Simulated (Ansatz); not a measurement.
Values for one crystal, relaxed and computed with r²SCAN (plane waves, PAW; program Ansatz); other levels are named.

```yaml
volume_per_atom: 15.98 Å³
electronic_character: metallic (no gap)
debye_temperature_from_the_elastic_constants: 511 K
Elastic constants (relaxed ions, GPa): C11 = 148, C12 = 64.0, C13 = 59.9, C33 = 154, C44 = 39.6
Bulk modulus (Birch–Murnaghan fit): 90.5 GPa
zone_centre_stability: no imaginary mode at Γ
Pressure derivative B′: 4.3
```

**Question.** Which compound is it?
A) Al, dhcp (α-La type)
B) Fe, simple cubic
C) Co, dhcp (α-La type)
D) Lu, 9R (Sm type)

**Answer.** A, Al, dhcp (α-La type)

Space group P6_3/mmc (dhcp (α-La type)). The first step of the workflow began from a Materials Project structure, measured or hypothetical; the Crystallography Open Database copy checked does not list it. It is not the phase usual at ambient conditions (space group No. 225). The r²SCAN relaxation kept the symmetry of its start. As this level gives no gap, shear constants depend on the k-mesh and smearing (Fermi–Dirac, 0.1 eV here). On the denser mesh and wider smearing of the elastic run this cell carries a stress of 0.4 GPa.

Potentials: the later of the program's two PAW sets.
